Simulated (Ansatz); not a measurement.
An Ansatz (an electronic-structure program) input:

Ansatz 0.2 input:
```yaml
crystal:
  lattice:
    - [-2.8511908277, 2.8511908277, 5.7179440591]
    - [2.8511908277, -2.8511908277, 5.7179440591]
    - [2.8511908277, 2.8511908277, -5.7179440591]
  atoms:
    - { symbol: Zn, position: [0.75, 0.25, 0.5] }
    - { symbol: Zn, position: [0.0, 0.0, 0.0] }
    - { symbol: Sn, position: [0.25, 0.75, 0.5] }
    - { symbol: Sn, position: [0.5, 0.5, 0.0] }
    - { symbol: P, position: [0.375, 0.3527901012, 0.4777901012] }
    - { symbol: P, position: [0.6472098988, 0.125, 0.0222098988] }
    - { symbol: P, position: [0.875, 0.8972098988, 0.5222098988] }
    - { symbol: P, position: [0.1027901012, 0.625, 0.9777901012] }
kpoints:
  mp_grid: { grid: [6, 6, 6] }
  band_path:
    path:
      - [[0.0, 0.0, 0.0], [0.0, 0.0, 0.5], [0.25, 0.25, 0.25], [0.0, 0.5, 0.0], [0.0, 0.0, 0.0], [0.5, 0.5, -0.5], [0.3121602532, 0.6878397468, -0.3121602532]]  # Γ-X-P-N-Γ-M-S
      - [[-0.3121602532, 0.3121602532, 0.3121602532], [0.0, 0.0, 0.0]]  # S_0-Γ
      - [[0.0, 0.0, 0.5], [-0.1243205064, 0.1243205064, 0.5]]  # X-R
      - [[0.5, 0.5, -0.1243205064], [0.5, 0.5, -0.5]]  # G-M
      - [VBM, CBM]
    npoints: 8
basis: { xc_grid: 2 }
hamiltonian:
  xc: pbe
  pseudopotentials: { kind: paw }
magnetization: { noncollinear: true, spin_orbit: true }
scf:
  n_extra_bands: 16
  convergence: { dr2_threshold: 0.0000000001 }
  occupations: { method: gaussian, width: 0.01 }
checkpoint: { write: soc.run }
output: { eigenvalues: true }
```

Problem. How many symmetry operations and irreducible k-points will the run report?

Solution. 8 operations, 30 of 216 k-points.

Problem. With a cutoff of 420 eV, how many plane waves at Γ?

Solution. 3635.

It took roughly 9 core-minutes on shared server cores.

Space group I-42d (chalcopyrite). The cell was relaxed with PBE under the symmetry of its start.

Potentials: the later of the program's two PAW sets.

Ansatz is a plane-wave DFT program.
